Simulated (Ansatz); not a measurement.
This Sn2Bi2Te structure is the end of a relaxation. The cell was found from a structure generator's guess, not taken from experiment.

These are results of Ansatz, DFT PBE, scalar-relativistic, plane waves, PAW, not measurements. Cutoff 420 eV, Γ-centred mesh, Gaussian smearing, no spin polarisation.

```
Sn Bi Te
1.0
     5.48434    0.00000    0.00000
    -2.74217    4.74957    0.00000
     0.00000    0.00000    8.88882
Sn Bi Te
2 2 1
Direct
  0.00000 0.00000 0.18629
  0.00000 0.00000 0.81371
  0.33333 0.66667 0.00000
  0.66667 0.33333 0.00000
  0.00000 0.00000 0.50000
```

The zero of energy is the elements' standard structures at the same level; no fitted shifts are applied. The references include grey tin.

(1) What space group does it have?

(2) How far does it lie from the elements in energy?

(3) Is it a metal?

## Answers

(1) P6/mmm (No. 191). Conventional cell: a = 5.484 Å, c = 8.889 Å. Sn is surrounded by 1 Te at 2.79 Å, 1 Sn at 3.31 Å and 6 Bi at 3.57 Å; around Bi lie 3 Bi at 3.17 Å and 6 Sn at 3.57 Å; Te has 2 Sn at 2.79 Å.

(2) +0.29 eV/atom. It can't be a ground state, since the elements alone are lower.

(3) Yes, bands cross the Fermi level on the 12×12×4 mesh.

The last run used a 12×12×4 mesh (in the run's order of axes) for its 5-atom cell and Gaussian smearing of 0.10 eV. Spin–orbit coupling, which can matter for Bi and Te, is left out. The reference form of Te is held partly by dispersion forces, which this level lacks. A structure relaxed within its symmetry needn't be a true minimum. Another cell of Sn2Bi2Te relaxed alike, in P-3m1, lies 291 meV/atom lower, so this cell isn't the stable form at this level.
